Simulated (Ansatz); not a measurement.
MoTe2 (space group P2_1/m)

```
CELL_PARAMETERS angstrom
      6.29211     0.00000     0.00000
      0.00000     3.43888     0.00000
     -0.88906     0.00000    13.33711
ATOMIC_POSITIONS crystal
  Te 0.55718 0.25000 0.34749
  Te 0.44282 0.75000 0.65251
  Te 0.58705 0.75000 0.10480
  Te 0.41295 0.25000 0.89520
  Te 0.09494 0.25000 0.15307
  Te 0.90506 0.75000 0.84693
  Mo 0.32002 0.25000 0.50661
  Mo 0.67998 0.75000 0.49339
  Te 0.05545 0.75000 0.39487
  Te 0.94455 0.25000 0.60513
  Mo 0.18171 0.75000 0.00789
  Mo 0.81829 0.25000 0.99211
```

The atoms are displaced by Q × the pattern below (from a DFPT mode at Γ, largest move 1; Q in Å), at fixed cell.

```json
[
 {"atom": "Te1", "x": "-0.001", "y": "0.000", "z": "0.003"},
 {"atom": "Te2", "x": "-0.001", "y": "0.000", "z": "0.003"},
 {"atom": "Te3", "x": "0.599", "y": "0.000", "z": "-0.141"},
 {"atom": "Te4", "x": "0.599", "y": "0.000", "z": "-0.141"},
 {"atom": "Te5", "x": "0.155", "y": "0.000", "z": "0.084"},
 {"atom": "Te6", "x": "0.155", "y": "0.000", "z": "0.084"},
 {"atom": "Mo7", "x": "-0.004", "y": "0.000", "z": "0.004"},
 {"atom": "Mo8", "x": "-0.004", "y": "0.000", "z": "0.004"},
 {"atom": "Te9", "x": "0.000", "y": "0.000", "z": "-0.007"},
 {"atom": "Te10", "x": "0.000", "y": "0.000", "z": "-0.007"},
 {"atom": "Mo11", "x": "-0.997", "y": "0.000", "z": "0.078"},
 {"atom": "Mo12", "x": "-0.997", "y": "0.000", "z": "0.078"}
]
```

These are LDA (plane waves to 420 eV, PAW, scalar-relativistic; Ansatz, a quantum-chemistry and plane-wave program) values and carry that method's errors. k mesh 6×11×3 (Γ-centred), Fermi-Dirac smearing 0.05 eV. E stands for the smeared free energy. With partly filled bands, energies and forces of such displacements shift with the k mesh and the smearing. MoTe2 is run without spin polarisation. MoTe2 was relaxed with its symmetry unable to fall. Spin-orbit coupling is left out, though Te is heavy. ΔE is measured from the undisplaced structure. The last digit holds for this mesh only.

| Q (Å) | ΔE (meV/cell) |
|---|---|
| -0.180 | 781.0 |
| -0.150 | withheld |
| -0.120 | 343.7 |
| -0.090 | 192.6 |
| -0.060 | 85.3 |
| -0.030 | 21.3 |
| 0.000 | 0.0 |
| 0.030 | 21.3 |
| 0.060 | 85.3 |
| 0.090 | 192.6 |
| 0.120 | 343.7 |
| 0.150 | withheld |
| 0.180 | 781.0 |

**Question.** Fit an even polynomial form (powers 2, 4) to the given rows and predict ΔE at Q = -0.150.

**Answer.** Least squares on the 11 given rows: ΔE = (23670)·Q² + (13380)·Q⁴, in meV/cell with Q in Å; root-mean-square residual 0.05 meV/cell. At -0.150 the fit gives 539.3 meV/cell; the calculation gives 539.5 meV/cell, so the interpolation is off by -0.2 (-0.0 %). The quadratic term alone would give 532.6 meV/cell.

(A displaced cell: forces are minus the slopes of the energy, force constants its curvatures, and phonons follow from these.)
